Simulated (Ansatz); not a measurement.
The start is a generated cell, Ba placed in the fcc structure type. The cell and all atomic positions are relaxed at zero pressure with r2SCAN (plane waves to 500 eV, PAW, scalar-relativistic; Ansatz, a quantum-chemistry and plane-wave program). First-step values are on the input's coarse k-mesh.

Ansatz input (later rounds restart from its end on a renewed k-mesh):
Ansatz 0.2 input:
```yaml
crystal:
  lattice:
    - [0, 3.162402, 3.162402]
    - [3.162402, 0, 3.162402]
    - [3.162402, 3.162402, 0]
  atoms:
    - { symbol: Ba, position: [0, 0, 0] }
basis: { ecutwfc: 500, ecutrho_ratio: 4, xc_grid: 4, fft_grid_basis: typed }
kpoints: { mp_grid: { grid: [9, 9, 9] } }
hamiltonian:
  xc: r2scan
  dispersion: none
  pseudopotentials: { azcp: { folder: ./paw }, kind: paw }
scf: { occupations: { method: fermi_dirac, width: 0.05 } }
relax: { f_tol: 0.01, max_steps: 100, cell: { stress_tol: 0.02 } }
output: { forces: true, stress: true }
```

Problem. By how much does the energy per atom fall from start to end?

Solution. Under 0.01 eV/atom.

Problem. How does the volume change?

Solution. +6.3 %, from 63.25 to 67.23 Å³/atom.

Problem. Is the relaxed structure metallic? Give its gap.

Solution. No gap on the sampled points, where the bands overlap only slightly; such a result is sensitive to mesh and level.

The space group stays Fm-3m (No. 225) (the run could not lower it); the end is fcc (Cu type), with 1 atom in the primitive cell. Final values are on a 13×13×13 k-mesh of the relaxed cell. No spin polarisation in the result.

The run could not lose the symmetry of its start: the end is stationary, and may be a saddle point rather than a minimum.

The relaxed structure here is a generated cell of Ba: the first start was made by placing the elements on the sites of a structure type, and the end was not matched to a known phase here, so it may be hypothetical. Known forms of Ba include space group No. 229.
